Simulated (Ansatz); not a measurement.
## Data sheet: SnO$_{2}$ (DFT)

SnO₂:
```
SnO2
1.0
   -1.98608     1.98608     5.08991
    1.98608    -1.98608     5.08991
    1.98608     1.98608    -5.08991
Sn O
2 4
Direct
  0.75000   0.25000   0.50000
  0.00000   0.00000   0.00000
  0.79699   0.79699   0.00000
  0.54699   0.04699   0.50000
  0.95301   0.45301   0.50000
  0.20301   0.20301   0.00000
```

Space group I4_1/amd (No. 141), anatase; conventional cell a = 3.9722 Å, b = 3.9722 Å, c = 10.1798 Å, α = 90.00°, β = 90.00°, γ = 90.00°.

Method: LDA in the plane-wave PAW code Ansatz. Structure relaxed to zero pressure with the same functional. Other levels are named where they apply.

### Cell and energy

* **Volume per atom**: 13.38 Å³
* **Density**: 6.23 g/cm³
* **Formation energy from the elements (no fitted shifts)**: -1.70 eV/atom

### Electronic structure

* **Band gap**: 1.73 eV (indirect)
* **Valence-band maximum**: off the standard path, at k = (0.208, 0.208, 0.260) in fractions of the reciprocal vectors
* **Conduction-band minimum**: at Γ
* **Smallest direct gap on the standard path**: 2.13 eV
* **Electron effective mass**: 0.21, 0.23, 0.23 mₑ (principal values)

### Mechanics

* **Bulk modulus (Birch–Murnaghan fit)**: 1600 kbar
* **Pressure derivative B′**: 3.7

### Dielectric response

* **Electronic dielectric constant ε∞ (DFPT)**: 4.10 (xx = yy), 4.21 (zz)
* **Static dielectric constant ε0 (ions relaxed, cell fixed)**: 9.83 (xx = yy), 8.50 (zz)
* **Born charges (a third of the trace)**: Sn +4.15, O -2.08 e

### Phonons

- Highest zone-centre frequency (without LO–TO term) = 744 cm⁻¹
- Zone-centre stability = no imaginary mode at Γ

The first step of the workflow began from a Materials Project structure, measured or hypothetical; the Crystallography Open Database copy checked does not list it. It is not the phase usual at ambient conditions (space group No. 136). The LDA relaxation kept the symmetry of its start. The references are the lowest solids computed at this level, not always the standard phases (solids in place of the gases). Scalar-relativistic: spin–orbit coupling is off unless named, which matters more the heavier the elements.

Potentials: the later of the program's two PAW sets.
